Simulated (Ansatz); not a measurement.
Relaxed candidate structures of Nb:

A. P6/mmm (No. 191), hP4; a = b = 5.5675 Å, c = 2.6858 Å, α = β = 90.00°, γ = 120.00°; Nb 3f (0.000, 0.500, 0.000); Nb 1b (0.000, 0.000, 0.500)

B. Fm-3m (No. 225), cF4, fcc (Cu type); a = b = c = 4.170 Å, α = β = γ = 90.00°; Nb 4a (0.000, 0.000, 0.000)

C. R-3m, hexagonal axes (No. 166), hR1; a = b = 2.8312 Å, c = 7.8097 Å, α = β = 90.00°, γ = 120.00°; Nb 3a (0.000, 0.000, 0.000)

D. Im-3m (No. 229), cI2, bcc (W type); a = 3.271 Å, b = 3.271 Å, c = 3.271 Å, α = 90.00°, β = 90.00°, γ = 90.00°; Nb 2a (0.000, 0.000, 0.000)

E. Pm-3m (No. 221), cP1, simple cubic type; a = b = c = 2.6852 Å, α = β = γ = 90.00°; Nb 1a (0.000, 0.000, 0.000)

F. I4₁/amd, origin choice 1 (No. 141), tI4, AFLOW prototype A_tI4_141_a (A5, as in Sn); a = 5.1205 Å, b = 5.1205 Å, c = 2.8168 Å, α = 90.00°, β = 90.00°, γ = 90.00°; Nb 4a (0.000, 0.000, 0.000)

### Question
Put the candidates in order of energy per atom, lowest first, for PBEsol (plane waves to 420 eV, PAW, scalar-relativistic; Ansatz, an electronic-structure program).

### Answer
D (reference, the lowest of the structures calculated here), A (+0.27 eV/atom), C (+0.32 eV/atom), B (+0.35 eV/atom), F (+0.62 eV/atom), E (+1.02 eV/atom)

Probably no minimum, since a slightly shaken restart fell lower: P6/mmm, hP4 (by 0.27 eV/atom, to Im-3m). Each run could gain symmetry but not lose that of its start, so entries can be saddle points. From databases, or of a type measured for this composition: Fm-3m, cF4, fcc (Cu type); Im-3m, cI2, bcc (W type); the others are generated cells (placed on structure types, drawn at random, substituted or restacked) that were not matched to a known phase here. Static energies at zero pressure. No spin polarisation in the result.
